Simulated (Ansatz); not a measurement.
# TiCo3 (Pm-3m): majority and minority states

```
CELL_PARAMETERS angstrom
3.57100 0.00000 0.00000
0.00000 3.57100 0.00000
0.00000 0.00000 3.57100
ATOMIC_POSITIONS crystal
Ti 0.00000 0.00000 0.00000
Co 0.00000 0.50000 0.50000
Co 0.50000 0.00000 0.50000
Co 0.50000 0.50000 0.00000
```

The source of the geometry is a structure as deposited in COD; atoms and cell stay fixed.

Settings: PBEsol, 10×10×10 k mesh, Fermi–Dirac smearing of 0.05 eV. LAPW is all-electron LAPW in Ansatz 0.2.0. Site moments are integrated in spheres about the atoms. Start moments (μB): Ti1 -0.3, Co2 1, Co3 1, Co4 1.

Density of states, smoothed by a Gaussian of 0.15 eV:

```csv
E − E_F (eV),majority (states/eV/cell),minority (states/eV/cell)
-7.00,0.16,0.16
-6.70,0.19,0.18
-6.40,0.22,0.21
-6.10,0.27,0.25
-5.80,0.34,0.30
-5.50,0.39,0.35
-5.20,0.43,0.38
-4.90,0.62,0.45
-4.60,1.16,0.60
-4.30,1.91,0.90
-4.00,2.28,1.49
-3.70,3.06,1.65
-3.40,3.71,1.75
-3.10,3.63,2.56
-2.80,2.99,3.17
-2.50,3.04,3.01
-2.20,4.49,2.85
-1.90,4.24,2.73
-1.60,5.72,3.84
-1.30,5.22,3.84
-1.00,4.48,4.21
-0.70,3.05,4.66
-0.40,2.58,4.20
-0.10,1.55,4.07
0.20,0.31,3.28
0.50,0.12,2.06
0.80,0.12,1.98
1.10,1.00,1.07
1.40,4.41,0.84
1.70,4.19,3.67
2.00,1.77,3.95
2.30,0.88,3.51
2.60,1.14,1.55
2.90,1.35,1.36
3.20,1.21,1.13
3.50,0.69,0.63
3.80,0.40,0.38
4.10,0.34,0.31
```

**Question.** What spin moment does the cell carry?

**Answer.** 2.59 μB. Site moments (μB): Ti1 -0.37, Co2 1.03, Co3 1.03, Co4 1.03.

Löwdin populations of d and f shells (filled inner shells left out):

| shell | up | down |
| --- | --- | --- |
| Ti1 3d | 1.31 | 1.76 |
| Co2 3d | 4.47 | 3.41 |
| Co3 3d | 4.47 | 3.41 |
| Co4 3d | 4.47 | 3.41 |

The Ansatz runs typed with the search for lower states off end where their start leads. These are results for the start and cell typed. The real compound can order otherwise, in a larger cell, or not at all, since semilocal functionals without spin fluctuations often overstate magnetism; near a collapse of the moment, mesh and smearing move it by tens of per cent.
